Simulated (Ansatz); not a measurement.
TiC:
```cif
data_CTi
_chemical_formula_sum 'Ti1 C1'
_space_group_name_H-M_alt 'Pm-3m'
_space_group_IT_number 221
_space_group_name_Hall '-P 4 2 3'
_cell_length_a 2.65844
_cell_length_b 2.65844
_cell_length_c 2.65844
_cell_angle_alpha 90.000
_cell_angle_beta 90.000
_cell_angle_gamma 90.000
loop_
_atom_site_label
_atom_site_type_symbol
_atom_site_symmetry_multiplicity
_atom_site_Wyckoff_symbol
_atom_site_fract_x
_atom_site_fract_y
_atom_site_fract_z
_atom_site_occupancy
Ti1 Ti 1 a 0.00000 0.00000 0.00000 1
C1 C 1 b 0.50000 0.50000 0.50000 1
```

Relaxed with LDA.

Question: Decompose the optical modes at the zone centre into irreducible representations, and say which are infrared and Raman allowed.

Answer: Point group m-3m: Γ_opt = T1u. Infrared: T1u. Raman: none.

Question: Assign frequencies (DFPT, DFT-LDA in the program Ansatz with PAW potentials).

Answer: T1u 278 cm⁻¹.

A made-up cell: these elements were put on the sites of a structure type; neither database checked (COD, Materials Project) lists it. It is not the phase usual at ambient conditions (space group No. 225). Symmetry was held in the LDA relaxation. At this level the phase is mechanically unstable. The run is not spin-polarised. As this level gives no gap, phonon frequencies hold no LO–TO term and depend on the k-mesh and smearing (Fermi–Dirac, 0.1 eV here).

Potentials: the later of the program's two PAW sets.
